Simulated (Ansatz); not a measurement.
ZnS:
Space group P6₃mc (No. 186); a = b = 3.7823 Å, c = 6.2073 Å, α = β = 90.00°, γ = 120.00°

| atom | site | symmetry | x | y | z |
|---|---|---|---|---|---|
| Zn | 2b | 3m. | 0.3333 | 0.6667 | 0.4997 |
| S | 2b | 3m. | 0.3333 | 0.6667 | 0.1255 |

Relaxed with PBEsol. PBEsol in the plane-wave PAW code Ansatz gives a gap of 2.15 eV.

Problem. What gap does HSE06 give on the same cell (Ansatz, PAW)?

Solution. 3.53 eV, 1.38 eV more. The hybrid was solved on a coarser mesh and at special points; its gap is the smallest among all of these.

```tsv
k	v1 PBEsol	c1 PBEsol	v1 HSE06	c1 HSE06
Γ	0.00	2.15	0.00	3.53
A	-0.49	3.50	(withheld)	(withheld)
K	-2.19	4.02	-2.33	5.20
H	-1.42	4.40	(withheld)	(withheld)
M	-0.93	3.51	(withheld)	(withheld)
L	-1.69	3.40	(withheld)	(withheld)
```

Problem. Top valence (v1) and lowest conduction level (c1) in eV from each method's valence maximum (which need not be a listed point): supply the withheld HSE06 values.

Solution. 
- M, v1 HSE06: -0.97
- M, c1 HSE06: 4.77
- L, v1 HSE06: -1.77
- L, c1 HSE06: 4.69
- A, v1 HSE06: -0.51
- A, c1 HSE06: 4.90
- H, v1 HSE06: -1.48
- H, c1 HSE06: 5.77

Cost on shared cores: the PBEsol run (SCF on a 8×8×5 mesh, then bands and DOS) around 30 core-seconds (rough), the HSE06 run (SCF on 6×6×4, then a few points) around 2.5 core-minutes (rough); the tasks are unlike.

Space group P6_3mc (wurtzite). The cell was relaxed with PBEsol under the symmetry of its start.

Potentials: the later of the program's two PAW sets.
